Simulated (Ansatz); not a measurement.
Mo (bcc, W type)

```
CELL_PARAMETERS angstrom
     -1.56478     1.56478     1.56478
      1.56478    -1.56478     1.56478
      1.56478     1.56478    -1.56478
ATOMIC_POSITIONS crystal
  Mo 0.00000 0.00000 0.00000
```

The slice is a {211} plane (indices of the conventional cell) through the point (0.000, 0.000, 0.000) (fractional), spanned by u = [111] and v = [1 0 -1] in vectors of this cell: u (2.71 Å) and v (4.43 Å, at 90° to u). It covers one period; positions are fractions (u, v).

The numbers are results of PBEsol (plane waves to 420 eV, PAW, scalar-relativistic; Ansatz, an electronic-structure program), not measurements. k mesh 21×21×21. Near the nuclei the fields are pseudised (PAW); where an atom keeps semicore shells as valence, they peak there. Mo is run without spin polarisation. Mo was relaxed with its symmetry unable to fall.

Task: What is the ELF at the midpoint of the shortest Mo–Mo line in this plane (2.71 Å)?

Result: 0.3.

Task: What is the valence density on the shortest Mo–Mo line in this plane (2.71 Å), at its midpoint?

Result: 0.39 e/Å³.

Task: Predict the map of the valence electron density on the slice.

Result: 
```
|999999886644221111224466889999|
|999999775533111111113355779999|
|888877664422110000112244667788|
|666655332211000000001122335566|
|333322221100000000000011222233|
|111111110000000000000000111111|
|000000000000000000000000000000|
|000000000000000000000000000000|
|000000000000000000000000000000|
|000000000000000000000000000000|
|000000000000111111110000000000|
|000000000011111111111100000000|
|000000000000111111110000000000|
|000000000000000000000000000000|
|000000000000000000000000000000|
|000000000000000000000000000000|
|000000000000000000000000000000|
|111111110000000000000000111111|
|333322221100000000000011222233|
|666655332211000000001122335566|
|888877664422110000112244667788|
|999999775533111111113355779999|
|999999886644221111224466889999|
|999999887744221111224477889999|
```
Scale: ten equal steps from -0.60 (start of '0') to 0.82 (end of '9'), in the order '0123456789'. Values: log₁₀ of the valence density in e/Å³. The map has 15 points along u (two characters each, u = 0 at the left) and 24 along v (v = 0 in the bottom row). The scale is logarithmic, as a density can span decades between atoms and voids.
